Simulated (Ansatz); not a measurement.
Geometry optimisation in Ansatz: input, command and trajectory.

```yaml
crystal:
  lattice:
    - [-1.7331556829, 1.7331556829, 5.1125594484]
    - [1.7331556829, -1.7331556829, 5.1125594484]
    - [1.7331556829, 1.7331556829, -5.1125594484]
  atoms:
    - { symbol: "Y", position: [0.5, 0.5, 0.0] }
    - { symbol: Ni, position: [0.75, 0.25, 0.5] }
    - { symbol: Ni, position: [0.25, 0.75, 0.5] }
    - { symbol: B, position: [0.1444834988, 0.1444834988, 0.0] }
    - { symbol: B, position: [0.8555165012, 0.8555165012, 0.0] }
    - { symbol: C, position: [0.0, 0.0, 0.0] }
basis:
  ecutwfc: 420
kpoints:
  mp_grid: { grid: [14, 14, 14] }
hamiltonian:
  xc: pbesol
scf:
  occupations: { method: gaussian, width: 0.1 }
output:
  forces: true
  stress: true
  eigenvalues: true
relax:
  adjacent_minimum: "off"
  f_tol: 0.01
  max_steps: 30
  cell: { stress_tol: 0.1, fix: [volume] }
```

```bash
ansatz run input.yaml --threads 2 --pin off --max-ram 5120MiB --backend cpu --events-out ev --progress --plain --runs-dir out
```

Level of theory: Ansatz, DFT PBEsol, scalar-relativistic, plane waves, PAW.

The volume is held at 0.97 times that of the relaxed cell.

Of 5 frames 4 are shown, positions in Å and forces in eV/Å; the SCF threshold varies from step to step. Steps run on the plane waves of an earlier cell, with a Pulay correction in the pressure. The basis is chosen afresh for the last frame, the zero of the energies, and at times for earlier ones too; energy and pressure step there, also at an unchanged geometry.

```xyz
6
Lattice="-1.7332 1.7332 5.1126 1.7332 -1.7332 5.1126 1.7332 1.7332 -5.1126" Properties=species:S:1:pos:R:3:forces:R:3 pbc="T T T" step=1 free_energy_over_end_meV_per_atom=0.17 pressure_GPa=6.63
Y     0.0000    0.0000    5.1126    0.0000    0.0000    0.0000
Ni    0.0000    1.7332    2.5563    0.0000    0.0000    0.0000
Ni    1.7332    0.0000    2.5563    0.0000    0.0000    0.0000
B     0.0000    0.0000    1.4774    0.0000    0.0000    0.1732
B     0.0000    0.0000    8.7478    0.0000    0.0000   -0.1732
C     0.0000    0.0000    0.0000    0.0000    0.0000    0.0000
6
Lattice="-1.7330 1.7330 5.1138 1.7330 -1.7330 5.1138 1.7330 1.7330 -5.1138" Properties=species:S:1:pos:R:3:forces:R:3 pbc="T T T" step=2 free_energy_over_end_meV_per_atom=0.06 pressure_GPa=6.57
Y     0.0000    0.0000    5.1138    0.0000    0.0000    0.0000
Ni    0.0000    1.7330    2.5569    0.0000    0.0000    0.0000
Ni    1.7330    0.0000    2.5569    0.0000    0.0000    0.0000
B     0.0000    0.0000    1.4798    0.0000    0.0000    0.0991
B     0.0000    0.0000    8.7478    0.0000    0.0000   -0.0991
C     0.0000    0.0000    0.0000    0.0000    0.0000    0.0000
6
Lattice="-1.7333 1.7333 5.1120 1.7333 -1.7333 5.1120 1.7333 1.7333 -5.1120" Properties=species:S:1:pos:R:3:forces:R:3 pbc="T T T" step=3 free_energy_over_end_meV_per_atom=0.01 pressure_GPa=6.48
Y     0.0000    0.0000    5.1120    0.0000    0.0000    0.0000
Ni    0.0000    1.7333    2.5560    0.0000    0.0000    0.0000
Ni    1.7333    0.0000    2.5560    0.0000    0.0000    0.0000
B     0.0000    0.0000    1.4827    0.0000    0.0000    0.0049
B     0.0000    0.0000    8.7412    0.0000    0.0000   -0.0049
C     0.0000    0.0000    0.0000    0.0000    0.0000    0.0000
6
Lattice="-1.7338 1.7338 5.1085 1.7338 -1.7338 5.1085 1.7338 1.7338 -5.1085" Properties=species:S:1:pos:R:3:forces:R:3 pbc="T T T" step=5 free_energy_over_end_meV_per_atom=0.00 pressure_GPa=6.47
Y     0.0000    0.0000    5.1085    0.0000    0.0000    0.0000
Ni    0.0000    1.7338    2.5542    0.0000    0.0000    0.0000
Ni    1.7338    0.0000    2.5542    0.0000    0.0000    0.0000
B     0.0000    0.0000    1.4827    0.0000    0.0000    0.0010
B     0.0000    0.0000    8.7342    0.0000    0.0000   -0.0010
C     0.0000    0.0000    0.0000    0.0000    0.0000    0.0000
```

The run took 21 s on 2 threads of AMD EPYC 9R45 96-Core Processor (Zen 5) (shared host), peak memory 0.73 GiB.

Spin polarisation was left out, and a magnetic state may lie lower.